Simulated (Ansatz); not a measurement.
Calculation for TiB₂ (AlB2 type): DFT, LDA, all-electron PAW with datasets made for the crystal, scalar-relativistic (Ansatz 0.2.0). This run: the series' base cell.

The cell comes from a relaxation on PAW files under the same functional, begun from a prototype that needn't be the stable phase.

Command: `ansatz run input.yaml --threads 1 --pin off --max-ram 3072MiB --backend cpu --events-out ev --progress --plain --runs-dir out` It took 4.6 s on 1 thread of AMD EPYC 9R45 96-Core Processor (Zen 5), with other jobs on the host, peak memory 0.56 GiB.

```yaml
crystal:
  lattice:
    - [2.9940361947, 0.0, 0.0]
    - [-1.4970180973, 2.5929114045, 0.0]
    - [0.0, 0.0, 3.1596046319]
  atoms:
    - { symbol: Ti, position: [0.0, 0.0, 0.0] }
    - { symbol: B, position: [0.3333333333, 0.6666666667, 0.5] }
    - { symbol: B, position: [0.6666666667, 0.3333333333, 0.5] }
kpoints:
  mp_grid: { grid: [11, 11, 9] }
scf:
  occupations: { method: fermi_dirac, width: 0.1 }
hamiltonian:
  xc: lda
  pseudopotentials: { kind: all_electron, datasets: crystal }
output:
  forces: true
  stress: true
  eigenvalues: true
```

Output:

```
hamiltonian.pseudopotentials.datasets: crystal makes datasets for this crystal and solves the spheres of its atoms anew in each pass: cutoff 360.0 eV, the density's 1440.0 eV; for an error of 0.50 meV an atom under PBE, 1.5 meV for the cell; an energy difference from a run of another recipe may be off by several times the error for the cell, under r2SCAN by more, where some 0.1 meV an atom stays at smaller errors; B in spheres of 0.863 Å, 3 of its electrons in bands; Ti in spheres of 1.376 Å, 4 of its electrons in bands, 8 on its site; only band paths and densities of states list, in semicore columns, the levels of the semicore shells that are solved separately: 3s of Ti, 3p of Ti
Engine: ansatz 0.2.0
Pseudopotentials: kind: all_electron
Pseudopotential: Ti, paw, valence charge 12, recommended cutoff 360 eV (normal), crystal/all_electron/lda/scalar/gaussian/Ti, Koelling and Harmon's equation, gaussian nucleus
Pseudopotential: B, paw, valence charge 3, recommended cutoff 360 eV (normal), crystal/all_electron/lda/scalar/gaussian/B, Koelling and Harmon's equation, gaussian nucleus
Functional definition: SPW92
  exchange = slater_x
  correlation = pw_c
Crystal: 3 atoms, lattice volume = 24.529 Å³
Basis set: ecut = 360 eV, 393 PW (Γ)
Bands: 9, of which v1, the nominal top of the filled ones, is band 5 counted from 1 (4 counted from 0)
Symmetry: 24 space group operations
Space group: P6/mmm (ITA 191), of the structure as read, at distance tolerance 2.9e-5 Å
k-points: 80 of 1089
Non-local potential: Ti, projectors of the file, l = 0: 1, l = 1: 1, l = 2: 2
Non-local potential: B, projectors of the file, l = 0: 1, l = 1: 1
PAW form: soft (Blöchl's): semilocal exchange-correlation on the pseudo side does not see the compensation charge
PAW one-centre angular grid: Ti, 590 points (default); XC on its mesh's 1951 points in the sphere
PAW one-centre angular grid: B, 110 points (default); XC on its mesh's 1927 points in the sphere
Initial density: superposition of atomic densities (neutral atoms: chi_scale 0, normalization atom)
Initial wavefunctions: pseudopotential atomic-orbital guess
Functional: x = slater, c = lda
iter 1 solved again at ethr=5.97e-2 eV; its pass at ethr=1.00e-1 eV (dr2=5.97e0 eV) is discarded
SCF iter   1: F=—  HF=-24529.335722 eV  |F-HF|=—  |Δ(HF+E_count)|=         —  Δρ=1.34e-1  dr2=6.84e0  ethr=5.97e-2  ⟨swp⟩=2.0  Hψ=4546  notcnv=0
preconditioner: auto → none  [metal: Δε(μ)=0.144 eV  Ē_g=10.027 eV  σ=0.100 eV  W_gap=0.33  n_scr=2 (ndim 8)  ℏωp=23.7 eV  f_vac=0.000  D(μ)=0.30/eV (n_scr^D=0)  sad-step TF]
SCF iter   2: F=—  HF=-24527.873162 eV  |F-HF|=—  |Δ(HF+E_count)|=    1.46e0  Δρ=4.40e-2  dr2=7.43e-1  ethr=5.97e-2  ⟨swp⟩=3.2  Hψ=1672  notcnv=0  defer=5
iter 3 solved again at ethr=6.58e-4 eV; its pass at ethr=7.43e-3 eV (dr2=6.58e-2 eV) is discarded
SCF iter   3: F=—  HF=-24527.726185 eV  |F-HF|=—  |Δ(HF+E_count)|=   1.47e-1  Δρ=1.48e-2  dr2=6.96e-2  ethr=6.58e-4  ⟨swp⟩=2.1  Hψ=3933  notcnv=0  defer=4
SCF iter   4: F=—  HF=-24527.712227 eV  |F-HF|=—  |Δ(HF+E_count)|=   1.40e-2  Δρ=1.14e-2  dr2=5.93e-2  ethr=6.58e-4  ⟨swp⟩=3.9  Hψ=2230  notcnv=0  defer=1
SCF iter   5: F=—  HF=-24527.697649 eV  |F-HF|=—  |Δ(HF+E_count)|=   1.46e-2  Δρ=3.90e-3  dr2=6.60e-3  ethr=5.93e-4  ⟨swp⟩=2.0  Hψ=1356  notcnv=0  defer=1
SCF iter   6: F=—  HF=-24527.698799 eV  |F-HF|=—  |Δ(HF+E_count)|=   1.15e-3  Δρ=1.37e-3  dr2=7.39e-4  ethr=6.60e-5  ⟨swp⟩=3.3  Hψ=1333  notcnv=0
SCF iter   7: F=—  HF=-24527.698688 eV  |F-HF|=—  |Δ(HF+E_count)|=   1.11e-4  Δρ=2.55e-4  dr2=2.02e-5  ethr=7.39e-6  ⟨swp⟩=3.0  Hψ=1928  notcnv=0
SCF iter   8: F=—  HF=-24527.698686 eV  |F-HF|=—  |Δ(HF+E_count)|=   2.06e-6  Δρ=6.83e-5  dr2=9.57e-7  ethr=2.02e-7  ⟨swp⟩=3.1  Hψ=1500  notcnv=0
SCF iter   9: F=—  HF=-24527.698686 eV  |F-HF|=—  |Δ(HF+E_count)|=   7.43e-8  Δρ=5.32e-5  dr2=9.08e-7  ethr=9.57e-9  ⟨swp⟩=3.0  Hψ=1361  notcnv=0  defer=1
SCF iter  10: F=-24527.698686 eV  HF=-24527.698686 eV  |F-HF|=3.58e-8  |Δ(HF+E_count)|=   2.46e-7  Δρ=1.15e-5  dr2=3.70e-8  ethr=9.08e-9  ⟨swp⟩=2.9  Hψ=1252  notcnv=0  defer=1
SCF 1 converged in 10 iterations: F = -24527.698692 eV  dr2 = 3.70e-8
  Residual-converged pass: ⟨swp⟩=4.7  Hψ=1940  notcnv=0  max |occ|·‖R‖ = 6.4e-6 eV (tolerance 6.5e-6 eV)  dr2=3.15e-8  dr2_onsite=1.09e-8  max |Δocc| = 3.5e-8
  greatest PAW one-centre occupation: 0.261 electrons in one spin orbital (limit 2), on the Ti atom at site 0 (counted from 0), in its partial waves of l = 2
SCF converged after 10 iterations
Free energy (F): -24527.698692 eV
Harris-Foulkes:  -24527.698693 eV  (|F-HF|=3.58e-8)
Internal energy: -24527.687215 eV  (E = F + TS)
E sigma→0 (E₀):  -24527.692954 eV
Entropy (-TS):   -0.011477 eV (-3.826 meV/atom)
Past the cutoff: the bands carry plane waves up to 1.75 times it, of which those up to 1.5 times it add -0.000516 eV an atom, each by itself; the spheres take 0.000157 eV an atom off the energy for waves past 1.75 times it
By the cutoff:   a pressure is off by up to 0.009 GPa (1.2 times the spheres' own share and the shells' term, over an atom's volume, and 0.004 GPa: a bound that held against runs at twice the plane waves)
Past the cutoffs: a stress includes 0.0027 GPa for waves and charges beyond them, in addition to the slope of what the spheres take
In the spheres:  the bands' charges fall short by 8.0e-7 e at most (sound up to 1e-3), those of shells solved beside the bands by 5.6e-7 e (sound up to 5e-4)
Fermi energy:    16.046656 eV
--- Per-component energies (eV) ---
  E_band       = 106.724679
  E_kinetic    = 145.778982
  E_local      = -424.524184  (includes V_loc(G=0)·N_el)
  E_nonlocal   = 26.037939
  E_hartree    = 285.743663
  E_xc         = -118.892788
  E_vxc        = -131.477134  (∫ρ·V_xc dr)
  E_paw        = -25096.750263  (= ΣΔE_a)
  E_vpaw       = -2152.740151  (= ΣTr[D̂ρ^β])
  E_ewald      = -1417.235902
  E_smearing   = -0.011477  (= −TS)
  E_closure    = 2072.155339  (closes the sum)
  Σ components = -24527.698692   (vs F -24527.698692, Δ=0.00e0)
  The terms above E_closure are by the made datasets' own strengths, without shells solved beside the bands.
--- Forces (eV/Å), atoms counted from 1 ---
  atom   1  Ti    -0.00000000     0.00000000     0.00000000
  atom   2  B      0.00000000     0.00000000     0.00000000
  atom   3  B     -0.00000000     0.00000000     0.00000000
  max |Σ_I F_I| component: 3.70e-17 eV/Å
--- Stress (GPa, compression-positive) ---
       -0.024777       0.000000      -0.000000
        0.000000      -0.024777      -0.000000
       -0.000000      -0.000000       0.036461
  P = ⅓ Tr σ = -0.0044 GPa (-0.044 kbar)
  It holds what live shells' own plane waves past their cutoff add
--- Band table (eV; the first three rows and the last of 80) ---
  k-point 0: bands = ["2.5483", "13.3263", "13.3263", "13.8830", "13.9215", "18.1064", "18.1064", "19.9999", "19.9999"]
  k-point 1: bands = ["2.7263", "12.4563", "13.4637", "13.4637", "15.1874", "17.6685", "17.6685", "19.6937", "19.6937"]
  k-point 2: bands = ["3.2268", "10.9393", "13.8689", "13.8689", "16.3129", "16.8792", "16.8792", "18.8858", "18.8858"]
  k-point 79: bands = ["7.0932", "7.8673", "10.3580", "12.8719", "12.8857", "18.7752", "20.1844", "20.4880", "20.9960"]
  guard bands above this table: 0 of the run's 9 bands, where the rule asks 2: the bands that hold charge and the lowest empty level above them stay in the table. A level can be missing at the table's top as with no guard band: raise scf.n_extra_bands
```

Next run (volume at 0.88 of the series' base cell), as changes to the input before:

```diff
   lattice:
-    - [2.9940361947, 0.0, 0.0]
-    - [-1.4970180973, 2.5929114045, 0.0]
-    - [0.0, 0.0, 3.1596046319]
+    - [2.8830486644, 0.0, 0.0]
+    - [-1.4415243322, 2.4967933837, 0.0]
+    - [0.0, 0.0, 2.9986484941]
   atoms:
```

Command: `ansatz run input.yaml --threads 1 --pin off --max-ram 3072MiB --backend cpu --events-out ev --progress --plain --runs-dir out` It took 5 s on 1 thread of AMD EPYC 9R45 96-Core Processor (Zen 5) (shared host), peak memory 0.56 GiB.

Results part of the output:

```
SCF 1 converged in 11 iterations: F = -24527.322790 eV  dr2 = 5.90e-8
  Residual-converged pass: ⟨swp⟩=5.3  Hψ=2278  notcnv=0  max |occ|·‖R‖ = 6.4e-6 eV (tolerance 6.5e-6 eV)  dr2=3.83e-8  dr2_onsite=2.51e-8  max |Δocc| = 1.3e-8
  greatest PAW one-centre occupation: 0.285 electrons in one spin orbital (limit 2), on the Ti atom at site 0 (counted from 0), in its partial waves of l = 2
SCF converged after 11 iterations
Free energy (F): -24527.322790 eV
Harris-Foulkes:  -24527.322790 eV  (|F-HF|=4.42e-8)
Internal energy: -24527.312958 eV  (E = F + TS)
E sigma→0 (E₀):  -24527.317874 eV
Entropy (-TS):   -0.009832 eV (-3.277 meV/atom)
Past the cutoff: the bands carry plane waves up to 1.75 times it, of which those up to 1.5 times it add -0.000206 eV an atom, each by itself; the spheres take 0.000096 eV an atom off the energy for waves past 1.75 times it
By the cutoff:   a pressure is off by up to 0.009 GPa (1.2 times the spheres' own share and the shells' term, over an atom's volume, and 0.004 GPa: a bound that held against runs at twice the plane waves)
Past the cutoffs: a stress includes 0.0068 GPa for waves and charges beyond them, in addition to the slope of what the spheres take
In the spheres:  the bands' charges fall short by 6.3e-8 e at most (sound up to 1e-3), those of shells solved beside the bands by 4.0e-7 e (sound up to 5e-4)
Fermi energy:    18.335142 eV
--- Per-component energies (eV) ---
  E_band       = 126.589362
  E_kinetic    = 154.877909
  E_local      = -344.209629  (includes V_loc(G=0)·N_el)
  E_nonlocal   = 27.879664
  E_hartree    = 264.121234
  E_xc         = -125.366704
  E_vxc        = -136.848558  (∫ρ·V_xc dr)
  E_paw        = -25085.707756  (= ΣΔE_a)
  E_vpaw       = -2163.343717  (= ΣTr[D̂ρ^β])
  E_ewald      = -1478.900532
  E_smearing   = -0.009832  (= −TS)
  E_closure    = 2059.992857  (closes the sum)
  Σ components = -24527.322790   (vs F -24527.322790, Δ=0.00e0)
  The terms above E_closure are by the made datasets' own strengths, without shells solved beside the bands.
--- Forces (eV/Å), atoms counted from 1 ---
  atom   1  Ti     0.00000000     0.00000000     0.00000000
  atom   2  B      0.00000000    -0.00000000     0.00000000
  atom   3  B      0.00000000     0.00000000     0.00000000
  max |Σ_I F_I| component: 3.70e-17 eV/Å
--- Stress (GPa, compression-positive) ---
       45.383109      -0.000000       0.000000
       -0.000000      45.383109       0.000000
        0.000000       0.000000      45.437910
  P = ⅓ Tr σ = 45.4014 GPa (454.014 kbar)
  It holds what live shells' own plane waves past their cutoff add
--- Band table (eV; the first three rows and the last of 80) ---
  k-point 0: bands = ["4.2358", "15.2123", "15.2123", "15.8707", "16.4257", "20.8353", "20.8353", "23.0833", "23.0833"]
  k-point 1: bands = ["4.4529", "14.6179", "15.3701", "15.3701", "17.5483", "20.2585", "20.2585", "22.7038", "22.7038"]
  k-point 2: bands = ["5.0615", "13.0424", "15.8365", "15.8365", "18.8147", "19.2700", "19.2700", "21.7158", "21.7158"]
  k-point 79: bands = ["8.8322", "9.6517", "12.4343", "14.8978", "15.0283", "21.6862", "23.3070", "23.7930", "24.3941"]
  guard bands above this table: 0 of the run's 9 bands, where the rule asks 2: the bands that hold charge and the lowest empty level above them stay in the table. A level can be missing at the table's top as with no guard band: raise scf.n_extra_bands
```

Next run (volume at 0.62 of the series' base cell), as changes to the input before:

```diff
   lattice:
-    - [2.8830486644, 0.0, 0.0]
-    - [-1.4415243322, 2.4967933837, 0.0]
-    - [0.0, 0.0, 2.9986484941]
+    - [2.5929954203, 0.0, 0.0]
+    - [-1.2964977101, 2.2455999059, 0.0]
+    - [0.0, 0.0, 2.6117705725]
   atoms:
```

Command: `ansatz run input.yaml --threads 1 --pin off --max-ram 3072MiB --backend cpu --events-out ev --progress --plain --runs-dir out` It took 3.8 s on 1 thread of AMD EPYC 9R45 96-Core Processor (Zen 5), on a shared host, peak memory 0.5 GiB.

Results part of the output:

```
SCF 1 converged in 10 iterations: F = -24521.160664 eV  dr2 = 6.91e-10
  Residual-converged pass: ⟨swp⟩=3.5  Hψ=2264  notcnv=0  max |occ|·‖R‖ = 6.3e-6 eV (tolerance 6.5e-6 eV)  dr2=6.44e-10  dr2_onsite=2.24e-9  max |Δocc| = 6.5e-11
  greatest PAW one-centre occupation: 0.995 electrons in one spin orbital (limit 2), on the Ti atom at site 0 (counted from 0), in its partial waves of l = 0
SCF converged after 10 iterations
Free energy (F): -24521.160664 eV
Harris-Foulkes:  -24521.160664 eV  (|F-HF|=4.00e-11)
Internal energy: -24521.152794 eV  (E = F + TS)
E sigma→0 (E₀):  -24521.156729 eV
Entropy (-TS):   -0.007870 eV (-2.623 meV/atom)
Past the cutoff: the bands carry plane waves up to 1.75 times it, of which those up to 1.5 times it add -0.000166 eV an atom, each by itself; the spheres take 0.000154 eV an atom off the energy for waves past 1.75 times it
By the cutoff:   a pressure is off by up to 0.011 GPa (1.2 times the spheres' own share and the shells' term, over an atom's volume, and 0.004 GPa: a bound that held against runs at twice the plane waves)
Past the cutoffs: a stress includes 0.0116 GPa for waves and charges beyond them, in addition to the slope of what the spheres take
In the spheres:  the bands' charges fall short by 2.5e-6 e at most (sound up to 1e-3), those of shells solved beside the bands by 2.8e-9 e (sound up to 5e-4)
Fermi energy:    25.807881 eV
--- Per-component energies (eV) ---
  E_band       = 101.451957
  E_kinetic    = 320.546050
  E_local      = -420.540943  (includes V_loc(G=0)·N_el)
  E_nonlocal   = -0.981461
  E_hartree    = 283.919256
  E_xc         = -135.547667
  E_vxc        = -177.615214  (∫ρ·V_xc dr)
  E_paw        = -25978.205098  (= ΣΔE_a)
  E_vpaw       = -3754.895952  (= ΣTr[D̂ρ^β])
  E_ewald      = -2157.443692
  E_smearing   = -0.007870  (= −TS)
  E_closure    = 3567.100760  (closes the sum)
  Σ components = -24521.160664   (vs F -24521.160664, Δ=0.00e0)
  The terms above E_closure are by the made datasets' own strengths, without shells solved beside the bands.
--- Forces (eV/Å), atoms counted from 1 ---
  atom   1  Ti     0.00000000    -0.00000000     0.00000000
  atom   2  B     -0.00000000    -0.00000000     0.00000000
  atom   3  B      0.00000000     0.00000000     0.00000000
  max |Σ_I F_I| component: 3.70e-17 eV/Å
--- Stress (GPa, compression-positive) ---
      330.598432      -0.000000       0.000000
        0.000000     330.598432       0.000000
        0.000000       0.000000     330.899871
  P = ⅓ Tr σ = 330.6989 GPa (3306.989 kbar)
  It holds what live shells' own plane waves past their cutoff add
--- Band table (eV; the first three rows and the last of 80) ---
  k-point 0: bands = ["-29.2581", "-5.8001", "-5.0424", "-5.0424", "10.7582", "21.3743", "21.3743", "22.2217", "25.0489", "29.8356", "29.8356"]
  k-point 1: bands = ["-29.2334", "-6.0136", "-5.0232", "-5.0232", "11.1396", "21.5986", "21.5986", "21.6005", "25.6910", "28.7506", "28.7506"]
  k-point 2: bands = ["-29.1702", "-6.5267", "-4.9743", "-4.9743", "12.1570", "20.2740", "22.2641", "22.2641", "27.0753", "27.0753", "27.1386"]
  k-point 79: bands = ["-28.6027", "-6.7810", "-6.4080", "-6.0214", "14.6372", "15.5673", "20.0887", "21.8634", "22.5715", "31.2789", "33.7729"]
```

The structure type is held throughout; the real material can change phase at far lower pressure.
